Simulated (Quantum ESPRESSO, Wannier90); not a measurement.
AgCl (rock salt): Wannier90 run

Materials Project entry mp-22922; symmetrised, unrelaxed at this level. COD (Crystallography Open Database) has an entry of this formula and space group (matched by these alone). Computed values, not measurements, from PBEsol: Quantum ESPRESSO (norm-conserving PseudoDojo potentials, cutoff 66 Ry, no spin polarisation, no spin-orbit coupling) on a Γ-centred 10×10×10 mesh, then Wannier90. Density: 10×10×10 mesh, Gaussian smearing 0.01 Ry.

```
begin unit_cell_cart
ang
    0.0000000000    2.7726650000    2.7726650000
    2.7726650000    0.0000000000    2.7726650000
    2.7726650000    2.7726650000    0.0000000000
end unit_cell_cart
mp_grid = 10 10 10
```

Task: Which shells of neighbouring k-points and which b-vectors and weights does Wannier90 pick for this cell and mesh?

Result: 
```
 *---------------------------------- K-MESH ----------------------------------*
 +----------------------------------------------------------------------------+
 |                    Distance to Nearest-Neighbour Shells                    |
 |                    ------------------------------------                    |
 |          Shell             Distance (Ang^-1)          Multiplicity         |
 |          -----             -----------------          ------------         |
 |             1                   0.196252                      8            |
 |             2                   0.226612                      6            |
 |             3                   0.320477                     12            |
 |             4                   0.375793                     24            |
 |             5                   0.392503                      8            |
 |             6                   0.453224                      6            |
 |             7                   0.493889                     24            |
 |             8                   0.506719                     24            |
       ... (lines left out)
 +----------------------------------------------------------------------------+
 | The b-vectors are chosen automatically                                     |
 | The following shells are used:                       1                     |
 +----------------------------------------------------------------------------+
 |                        Shell   # Nearest-Neighbours                        |
 |                        -----   --------------------                        |
 |                          1               8                                 |
 +----------------------------------------------------------------------------+
 | Completeness relation is fully satisfied [Eq. (B1), PRB 56, 12847 (1997)]  |
 +----------------------------------------------------------------------------+
 |                  b_k Vectors (Ang^-1) and Weights (Ang^2)                  |
 |                  ----------------------------------------                  |
 |            No.         b_k(x)      b_k(y)      b_k(z)        w_b           |
 |            ---        --------------------------------     --------        |
 |             1         0.113306    0.113306   -0.113306     9.736549        |
 |             2         0.113306   -0.113306    0.113306     9.736549        |
 |             3        -0.113306    0.113306    0.113306     9.736549        |
 |             4         0.113306    0.113306    0.113306     9.736549        |
 |             5        -0.113306   -0.113306    0.113306     9.736549        |
 |             6        -0.113306    0.113306   -0.113306     9.736549        |
 |             7         0.113306   -0.113306   -0.113306     9.736549        |
 |             8        -0.113306   -0.113306   -0.113306     9.736549        |
```
